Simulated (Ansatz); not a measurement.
## Computed properties of Al

Al:
```xyz
4
Lattice="2.8187 0.0000 0.0000 -1.4093 2.4411 0.0000 0.0000 0.0000 9.2232" Properties=species:S:1:pos:R:3 pbc="T T T"
Al     0.0000     0.0000     0.0000
Al     0.0000     0.0000     4.6116
Al     0.0000     1.6274     2.3058
Al     1.4093     0.8137     6.9174
```

Space group P6_3/mmc (No. 194), dhcp (α-La type); conventional cell a = b = 2.819 Å, c = 9.223 Å, α = β = 90.00°, γ = 120.00°.

Method: the program Ansatz at the LDA level (PAW). The cell and atoms are relaxed at this level. Other levels are named where they apply.

**Cell and energy**

```
Item                  Value
---------------  ----------
Volume per atom    15.87 Å³
Density          2.82 g/cm³
```

**Electronic structure**

```
Quantity                                                                    Result
------------------------------------  --------------------------------------------
Electronic character                                             metallic (no gap)
Density of states at the Fermi level  0.37 states/eV per atom (mean over ±0.08 eV)
```

**Mechanics**

```
Item                                                                                             Value
--------------------------------------------  --------------------------------------------------------
Bulk modulus (Birch–Murnaghan fit)                                                            82.8 GPa
Pressure derivative B′                                                                             4.6
Elastic constants (relaxed ions, GPa)         C11 = 127, C12 = 62.3, C13 = 59.7, C33 = 127, C44 = 30.1
Mechanical stability                                            stable (all eigenvalues of C positive)
Hill bulk and shear moduli                                                           82.8 and 31.8 GPa
Young's modulus                                                                               84.6 GPa
Poisson's ratio                                                                                   0.33
Debye temperature from the elastic constants                                                     446 K
```

**Phonons**

```
Property                                       Result
-----------------------------  ----------------------
Highest zone-centre frequency                9.93 THz
Zone-centre stability          no imaginary mode at Γ
```

The workflow started from a Materials Project entry (that database holds measured and hypothetical structures alike); the Crystallography Open Database copy checked does not list it. It is not the phase usual at ambient conditions (space group No. 225). The LDA relaxation kept the symmetry of its start. As this level gives no gap, shear constants depend on the k-mesh and smearing (Fermi–Dirac, 0.1 eV here). As this level gives no gap, phonon frequencies hold no LO–TO term and depend on the k-mesh and smearing (Fermi–Dirac, 0.1 eV here). Axis ratios of metals converge slowly with the k-mesh, so a and c are less sure than the volume.

Potentials: the earlier of the program's two PAW sets.
